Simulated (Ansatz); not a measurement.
CsSrF3:
```yaml
crystal:
  lattice:
    - [4.76394, 0.00000, 0.00000]
    - [0.00000, 4.76394, 0.00000]
    - [0.00000, 0.00000, 4.76394]
  atoms:
    - { symbol: Cs, position: [0.00000, 0.00000, 0.00000] }
    - { symbol: Sr, position: [0.50000, 0.50000, 0.50000] }
    - { symbol: F, position: [0.00000, 0.50000, 0.50000] }
    - { symbol: F, position: [0.50000, 0.00000, 0.50000] }
    - { symbol: F, position: [0.50000, 0.50000, 0.00000] }
```

Relaxed with r²SCAN. Special points in fractions of this cell's reciprocal vectors: Γ (0.000, 0.000, 0.000); X (0.000, 0.500, 0.000); M (0.500, 0.500, 0.000); R (0.500, 0.500, 0.500).

Task: List the band energies nearest the valence-band maximum at these points for plane-wave PAW r²SCAN (Ansatz code).

Result: In eV from the valence-band maximum; about four levels below and three above (degenerate sets whole), none deeper than 8.9 eV; points with the same levels are listed once.

| k | below | above |
|---|---|---|
| Γ | -0.27 -0.27 -0.27 0.00 0.00 0.00 | 7.17 8.39 8.39 |
| X | -0.40 -0.40 -0.01 -0.01 | 8.71 9.18 10.18 |
| M | -0.25 -0.25 -0.04 -0.03 | 8.97 9.36 9.79 9.79 |
| R | -0.62 -0.62 -0.62 -0.03 -0.03 -0.03 | 9.26 9.26 9.26 |

Space group Pm-3m (cubic perovskite). The first step of the workflow began from a Materials Project structure, measured or hypothetical; the Crystallography Open Database copy checked does not list it. Whether it is the stable phase at ambient conditions was not checked. The cell was relaxed with r²SCAN under the symmetry of its start; its stability against distortions is not shown here. Scalar-relativistic: spin–orbit coupling is off unless named, which matters more the heavier the elements.

Potentials: the later of the program's two PAW sets.
